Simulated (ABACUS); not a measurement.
Consider a self-consistent single point of CsPbBr3 (Amm2, 20 atoms in the cell; from Materials Project mp-1120725, changed as shown).

```xyz
20
Lattice="6.0374 0.0000 0.0000 0.0000 11.7421 0.0000 0.0000 0.0000 11.6151" Properties=species:S:1:pos:R:3 pbc="T T T"
Cs     3.0187     0.0000     5.7419
Cs     3.0187     0.0000    11.5785
Cs     3.0187     5.8710    11.5495
Cs     3.0187     5.8710     5.7710
Pb     0.0000     2.9419     8.6211
Pb     0.0000     8.8002     8.6211
Pb     0.0000     8.8129     2.8135
Pb     0.0000     2.9292     2.8135
Br     0.0000     8.0710     5.7237
Br     0.0000     3.6710     5.7237
Br     3.0187     8.7665     8.5906
Br     3.0187     2.9756     8.5906
Br     0.0000     0.0000     3.5598
Br     0.0000     0.0000     7.9112
Br     0.0000     2.2000    11.5313
Br     0.0000     9.5421    11.5313
Br     3.0187     2.8955     2.7830
Br     3.0187     8.8466     2.7830
Br     0.0000     5.8710     9.3674
Br     0.0000     5.8710     2.1036
```

Method: PBEsol, PseudoDojo 0.4 standard norm-conserving PBEsol (tails mended) pseudopotentials (plane waves; ABACUS 3.10.1).

ABACUS settings:

```
key                                                                      value
---------------  -------------------------------------------------------------
KPT                                                          Gamma 2 1 1 0 0 0
basis_type                                                                  pw
dft_functional                                                          PBESOL
ecutwfc                                                                62.5 Ry
smearing_method                                                             fd
smearing_sigma                                                   0.00367493 Ry
potentials       PseudoDojo 0.4 standard norm-conserving PBEsol (tails mended)
symmetry                                                                     1
symmetry_prec                                                            1e-05
ks_solver                                                                   cg
scf_nmax                                                                   100
scf_thr                                                             1.0e-09 Ry
mixing_type                                                              pulay
mixing_beta                                                                0.7
```

Results:

```
Property                                                   Value
------------------------------------------------  --------------
Number of valence electrons                                  176
Number of bands                                              106
Number of k-points after the program's reduction               2
Number of plane waves (most at a k-point)                  46417
Number of SCF iterations                                      10
FFT grid                                          60 × 120 × 120
Free energy E − TS                                -15294.0483 eV
Pressure                                               -0.07 GPa
Largest force (vector length)                         0.212 eV/Å
```

Stress (GPa, positive for compression):
```
 0.11   0.00   0.00
 0.00  -0.34   0.00
 0.00   0.00   0.02
```

For comparison: a first run was changed to give this one (lattice vector b scaled by 1.01), and from it to this one the free energy hardly moves (within 1 meV/atom), the pressure goes from 0.13 to -0.07 GPa and the largest force moves little (0.210 to 0.212 eV/Å).

Spin-orbit coupling is left out, which matters for bands and gaps with elements this heavy. The structure comes from a collection of computed structures, made at another level of theory; the collection holds predicted forms beside known ones. With one or two k-points the zone of this small cell is coarsely sampled: energies, forces and stress carry that error and can break the symmetry, so a converged loop does not mean converged values.

Cost on one core: very roughly 15 core-minutes.

“Tails mended”: in these copies of the files the far tail of each local potential was reset to the Coulomb form.
